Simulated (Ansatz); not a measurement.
A distorted cell of TiSi₂ (C54 type, space group Fddd):

```yaml
crystal:
  lattice:
    - [0.00000, 4.13234, 4.28268]
    - [2.40310, 0.00000, 4.28268]
    - [2.40310, 4.13234, 0.00000]
  atoms:
    - { symbol: Si, position: [0.73400, 0.40797, 0.59203] }
    - { symbol: Si, position: [0.33698, 0.66302, 0.33698] }
    - { symbol: Si, position: [0.58698, 0.91302, 0.58698] }
    - { symbol: Si, position: [0.91302, 0.58698, 0.91302] }
    - { symbol: Ti, position: [0.00000, 0.00000, 0.00000] }
    - { symbol: Ti, position: [0.25000, 0.25000, 0.25000] }
```

These are PBE (plane waves to 420 eV, PAW, scalar-relativistic; Ansatz, a program for electronic structure) values and carry that method's errors. k mesh 10×10×10 (Γ-centred), Fermi-Dirac smearing 0.05 eV. Energies are smeared free energies. Compression counts positive. With partly filled bands, energies and forces of such displacements shift with the k mesh and the smearing. TiSi2 is run without spin polarisation. TiSi2 was relaxed with its symmetry unable to fall.

Question: Predict the force on every atom, in eV/Å.

Answer: 
```
atom      Fx      Fy      Fz
----  ------  ------  ------
Si1    0.650  -0.389  -9.580
Si2    0.069   0.021  -0.170
Si3    2.853  -1.342   4.087
Si4   -0.045   0.034   0.402
Ti5   -0.120  -0.009   0.519
Ti6   -3.408   1.685   4.744
```

Question: What is the stress tensor (GPa)?

Answer: 
```
   11.0     -6.3      0.9
   -6.3      2.7      2.0
    0.9      2.0     20.5
```
The pressure, a third of the trace, is 11.4 GPa.

Question: In it atom 1 sits (0.000, 0.000, 0.608) Å away from its relaxed site. What is its energy relative to the relaxed cell?

Answer: 2432 meV/cell.

(For displaced atoms, the force is minus the slope of the energy, and its curvature is a force constant, which sets phonon frequencies.)
